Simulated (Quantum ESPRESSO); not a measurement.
# Planted mistakes on one cell of Ti4O6FN

Calculated results; nothing here was measured. They come from pw.x of Quantum ESPRESSO 7.5, a plane-wave density functional program, with PseudoDojo standard norm-conserving files (v0.5 for PBE, v0.4.1 for LDA and PBEsol). The cells are made up: elements, strain and atom displacements were drawn at random, and nothing was relaxed. There is no spin polarisation, spin-orbit coupling or dispersion term.

The cell has 12 sites of a rutile lattice (two cells along c). Sites 1 to 4 hold Ti Ti Ti Ti; sites 5 to 12 hold O O O O O O F N. Cell vectors in Å: (4.653, 0.000, 0.000); (0.000, 4.653, 0.000); (0.000, 0.000, 5.944). Settings: PBE, cutoff 1143 eV, 5 x 5 x 4 k mesh shifted by half a step, Fermi-Dirac smearing of 0.025 eV.

The intended run has a self-consistency threshold of 1e-07 eV, a smearing term of 0.000 eV, a pressure of 5.32 GPa and 23 iterations. Each further run changes one thing: all lengths scaled by 1.0097; atoms of sites 6 and 12 exchanged; cutoff 625 eV; files of PBEsol; k mesh 1 x 1 x 1; one electron added; smearing 0.79 eV; threshold 0.6 eV. A coarse mesh keeps the shift, and a charged cell sits in a uniform background.

```
run  change of free energy (eV)  smearing term -TS (eV)  change of P (GPa)  largest change of a force component (eV/Å)  iterations
  A                      -0.081                   0.000              -0.01                                       1.677          22
  B                       0.282                   0.000              -8.18                                       0.630           8
  C                       0.462                   0.000               1.99                                       0.610          22
  D                      -0.051                   0.000              -6.27                                       0.288          24
  E                      17.413                   0.000              -6.67                                       0.127          23
  F                      12.989                   0.000             -69.92                                       0.414          21
  G                      -2.907                  -8.127               7.75                                       1.254          20
  H                      11.065                  -0.019              20.71                                       0.489          24
```

A rerun of the intended cell at 1437 eV and k mesh 7 x 7 x 6 moved values by no more than 0.004 eV in the cell's energy, 0.04 GPa in stress and 0.002 eV/Å in force.

Question: which change belongs to which run?

## Worked reading

Run B has the fewest iterations, as a run stopped early does. Run G has the largest smearing term, as wide smearing gives. Run F has a higher energy and the largest fall in pressure, as too small a basis gives. Run D changes the volume by a factor of 1.0294; minus its pressure change over the logarithm of that factor, 216 GPa, is a rough bulk modulus with clamped atoms. Energies from files of another functional, or of a charged cell, have another zero and say nothing on stability; the pressure of a charged cell rests on the program's zero of potential too.

## Key

```
run,change
A,atoms of sites 6 and 12 exchanged
B,threshold 0.6 eV
C,k mesh 1 x 1 x 1
D,all lengths scaled by 1.0097
E,files of PBEsol
F,cutoff 625 eV
G,smearing 0.79 eV
H,one electron added
```